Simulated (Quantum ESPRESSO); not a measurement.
Inputs of pw.x and gipaw.x (a modified build of Quantum ESPRESSO, PBE) for CaF₂; the starting potential comes from an earlier run on another mesh:

```
&CONTROL
  calculation = 'scf'
  prefix = 'x'
  pseudo_dir = './pseudo'
  outdir = './out'
  tprnfor = .true.
/
&SYSTEM
  ibrav = 0
  nat = 3
  ntyp = 2
  ecutwfc = 45
  ecutrho = 180
  occupations = 'fixed'
  nbnd = 12
/
&ELECTRONS
  conv_thr = 1e-11
  startingpot = 'file'
/
ATOMIC_SPECIES
Ca 40.078 Ca.GGA_PBE-JTH.UPF
F 18.998 F.GGA_PBE-JTH.UPF
CELL_PARAMETERS angstrom
    0.000000000000     2.758025000000     2.758025000000
    2.758025000000     0.000000000000     2.758025000000
    2.758025000000     2.758025000000     0.000000000000
ATOMIC_POSITIONS crystal
Ca     0.000000000000     0.000000000000     0.000000000000
F      0.750000000000     0.750000000000     0.750000000000
F      0.250000000000     0.250000000000     0.250000000000
K_POINTS automatic
4 4 4 1 1 1
```

```
&INPUTGIPAW
  job = 'nmr'
  prefix = 'x'
  tmp_dir = './out/'
  restart_mode = 'from_scratch'
  pawproj(1) = .true.
  pawproj(2) = .true.
  use_nmr_macroscopic_shape = .false.
/
```

The geometry is a computed Materials Project entry, not a measured one. It is CaF2 in Fm-3m. Stability against distortions was not tested.

### Question
What does gipaw.x print for the total shieldings?

### Answer
```
     Total NMR chemical shifts in ppm: ---------------------------------------
     (adopting the Simpson convention for anisotropy and asymmetry)-----------

     Atom  1  Ca  pos: (  0.000000  0.000000  0.000000)  Total sigma:        1140.77
          1140.7736          0.0000          0.0000
             0.0000       1140.7736         -0.0000
             0.0000         -0.0000       1140.7736

     Ca      1    anisotropy:     -0.00    eta:    0.0000
     Ca      1    sigma_11=   1140.77
     Ca      1    sigma_22=   1140.77
     Ca      1    sigma_33=   1140.77

     Atom  2  F   pos: (  1.060660  1.060660  1.060660)  Total sigma:         216.27
           216.2701          0.0000         -0.0000
            -0.0000        216.2701          0.0000
            -0.0000          0.0000        216.2701

     F       2    anisotropy:     -0.00    eta:    0.0000
     F       2    sigma_11=    216.27
     F       2    sigma_22=    216.27
     F       2    sigma_33=    216.27

     Atom  3  F   pos: (  0.353553  0.353553  0.353553)  Total sigma:         216.27
           216.2701         -0.0000          0.0000
            -0.0000        216.2701          0.0000
             0.0000          0.0000        216.2701

     F       3    anisotropy:     -0.00    eta:    0.0000
     F       3    sigma_11=    216.27
     F       3    sigma_22=    216.27
     F       3    sigma_33=    216.27
```
The printed anisotropy is 3/2 (σ_33 − σ_iso) in the program's own order; the axes are left out here. All sites are cubic, so the anisotropy vanishes by symmetry. Shieldings are absolute and leave out the bulk-susceptibility term; a larger σ means a smaller chemical shift. By our sweeps, such settings leave a few ppm in absolute σ. PBE places the empty d or f states of Ca too low, which is known to distort σ on and beside such ions.
